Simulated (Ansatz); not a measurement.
## BP, first-principles data

BP:
```
CELL_PARAMETERS angstrom
      3.06957     0.00000     0.00000
     -1.53479     2.65833     0.00000
      0.00000     0.00000     5.06112
ATOMIC_POSITIONS crystal
  B  0.00000 0.00000 0.00000
  B  0.00000 0.00000 0.50000
  P  0.33333 0.66667 0.25000
  P  0.66667 0.33333 0.75000
```

Space group P6_3/mmc (No. 194), NiAs type; conventional cell a = b = 3.070 Å, c = 5.061 Å, α = β = 90.00°, γ = 120.00°.

Method: plane-wave PAW r²SCAN (Ansatz code). The cell and atoms are relaxed at this level. Other levels are named where they apply.

**Cell and energy**

Volume per atom: 10.32 Å³
Density: 3.36 g/cm³
Formation energy from the elements (no fitted shifts): 0.86 eV/atom

**Electronic structure**

- Electronic character: metallic (no gap)
- Density of states at the Fermi level: 0.24 states/eV per atom (mean over ±0.08 eV)

**Mechanics**

- Bulk modulus (Birch–Murnaghan fit) = 154 GPa
- Pressure derivative B′ = 4.1
- Elastic constants (relaxed ions, GPa) = C11 = 267, C12 = 80.9, C13 = 118, C33 = 240, C44 = 39.0
- Mechanical stability = stable (all eigenvalues of C positive)
- Hill bulk and shear moduli = 156 and 60.2 GPa
- Young's modulus = 160 GPa
- Poisson's ratio = 0.33
- Debye temperature from the elastic constants = 649 K

**Charges**

- Bader charges: B +0.16 to +0.17, P -0.17 to -0.16 e

A made-up cell: these elements were put on the sites of a structure type; neither database checked (COD, Materials Project) lists it. It is not the phase usual at ambient conditions (space group No. 216). The cell was relaxed with r²SCAN under the symmetry of its start; its stability against distortions is not shown here. As this level gives no gap, shear constants depend on the k-mesh and smearing (Fermi–Dirac, 0.1 eV here). On the denser mesh and wider smearing of the elastic run this cell carries a stress of 0.3 GPa. The references are the lowest solids computed at this level, not always the standard phases.

Potentials: the earlier of the program's two PAW sets. The files were generated under PBE; for other functionals the program regenerates the frozen cores, and for LDA and PBEsol the local potential too.
